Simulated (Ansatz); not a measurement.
A geometry of TiC away from equilibrium: step 2 of the relaxation of a relaxed TiC cell displaced along its unstable phonon at q = (0, ½, 0) of its primitive reciprocal cell (183i cm⁻¹), largest move 0.15 Å. These are PBE (plane waves to 420 eV, PAW, scalar-relativistic; Ansatz, a first-principles code) values and carry that method's errors. Γ-centred k-mesh 6×6×12 on the run's cell (coarser than for final values), Fermi–Dirac smearing 0.05 eV.

```xyz
8
Lattice="5.4257 0.0000 0.0000 0.0000 5.7440 0.0000 0.0000 0.0000 2.8204" Properties=species:S:1:pos:R:3:forces:R:3 pbc="T T T" free_energy=-11002.788 pressure_GPa=-0.3
Ti     1.3564     0.0000     0.6861    0.0000    0.0000    0.0698
Ti     1.3564     2.8720     0.6861    0.0000    0.0000    0.0698
Ti     4.0692     0.0000     2.1343    0.0000    0.0000   -0.0698
Ti     4.0692     2.8720     2.1343    0.0000    0.0000   -0.0698
C      2.8147     1.4360     1.2547    0.2455    0.0000   -0.2874
C      2.6109     4.3080     1.5657   -0.2455    0.0000    0.2874
C      0.1019     1.4360     1.5657    0.2455    0.0000    0.2874
C     -0.1019     4.3080     1.2547   -0.2455    0.0000   -0.2874
```

Positions in Å, forces in eV/Å, free energy of the cell in eV (comparable only within this code, potentials and settings). Largest force: 0.38 eV/Å, on C5, C6, C7, C8 (atoms numbered as listed); the geometry lies 0.35 eV/atom above the end of its relaxation.

No spin polarisation in the result.

The run could not lose the symmetry of its start: the end is stationary, and may be a saddle point rather than a minimum.

The end of the path is a generated cell of TiC: the first start was made by placing the elements on the sites of a structure type, and the end was not matched to a known phase here, so it may be hypothetical. Known forms of TiC include space group No. 225.
